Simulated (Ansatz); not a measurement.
The start is a relaxed W cell, doubled along one cell vector, shaken by Gaussian noise of σ = 0.08 Å a coordinate. A full variable-cell relaxation at zero pressure is run with r2SCAN (plane waves to 500 eV, PAW, scalar-relativistic; Ansatz, a first-principles code). The first steps use a coarse 14×14×7 k-mesh.

Starting cell:
```
CELL_PARAMETERS angstrom
     -1.58464     1.58464     1.58464
      1.58464    -1.58464     1.58464
      3.16927     3.16927    -3.16927
ATOMIC_POSITIONS crystal
  W  0.96954 0.98497 0.97928
  W  0.96392 0.01316 0.47153
```

```json
{
  "relative_to_the_parent": "It relaxes back to the parent, Im-3m (No. 229)",
  "Shortest distances (start → end)": "The closest pairs of elements (up to four, under 3.6 Å), start → end: W–W 2.68 → 2.74 Å",
  "band_gap_at_the_end": "zero (metallic)",
  "optimiser_moves": "6"
}
```

Final structure:

```cif
data_W2
_chemical_formula_sum 'W2'
_space_group_name_H-M_alt 'Im-3m'
_space_group_IT_number 229
_space_group_name_Hall '-I 4 2 3'
_cell_length_a 3.16928
_cell_length_b 3.16928
_cell_length_c 3.16928
_cell_angle_alpha 90.000
_cell_angle_beta 90.000
_cell_angle_gamma 90.000
loop_
_atom_site_label
_atom_site_type_symbol
_atom_site_symmetry_multiplicity
_atom_site_Wyckoff_symbol
_atom_site_fract_x
_atom_site_fract_y
_atom_site_fract_z
_atom_site_occupancy
W1 W 2 a 0.00000 0.00000 0.00000 1
```
(The calculation used a cell of 1 atom; values per cell refer to that cell.)

Final values are on a 21×21×21 k-mesh of the relaxed cell. No spin polarisation in the result.

The run could not lose the symmetry of its start.
